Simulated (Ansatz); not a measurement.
Polymorphs of B$_{2}$Ir, each relaxed with plane-wave PAW PBE (Ansatz code):

A: P6_3/mmc
a = b = 3.069 Å, c = 7.053 Å, α = β = 90.00°, γ = 120.00°

```
atom  site  symmetry       x       y       z
----  ----  --------  ------  ------  ------
Ir      2c      -6m2  0.3333  0.6667  0.2500
B       4f       3m.  0.6667  0.3333  0.0591
```

B: MoSi2 or CaC2 type (I4/mmm)
a = b = 2.810 Å, c = 6.847 Å, α = β = γ = 90.00°

| atom | site | symmetry | x | y | z |
|---|---|---|---|---|---|
| Ir | 2a | 4/mmm | 0.0000 | 0.0000 | 0.0000 |
| B | 4e | 4mm | 0.0000 | 0.0000 | 0.3199 |

C: P6/mmm
a = 3.105 Å, b = 3.105 Å, c = 3.247 Å, α = 90.00°, β = 90.00°, γ = 120.00°

```tsv
atom	site	symmetry	x	y	z
Ir	1a	6/mmm	0.0000	0.0000	0.0000
B	2d	-6m2	0.3333	0.6667	0.5000
```

Task: Put the candidates in order of energy per atom at 0 K, lowest first, for PBE.

Result: A (+0 meV/atom), B (+384 meV/atom), C (+564 meV/atom)

Constructed cells (a structure type filled with these elements, in neither database checked): B; C. Typed or built starts, not in the databases checked: A. All cells were relaxed under the symmetry of their starts (and spin orders); stability against distortions was not tested throughout. Named crystals with no word on spin ran without spin polarisation. Spin–orbit coupling is left out wherever it is not named.

Energies hold the estimated change up to a 700 eV cutoff; steps of a few meV lie near the error of the meshes.

Potentials: the earlier of the program's two PAW sets.
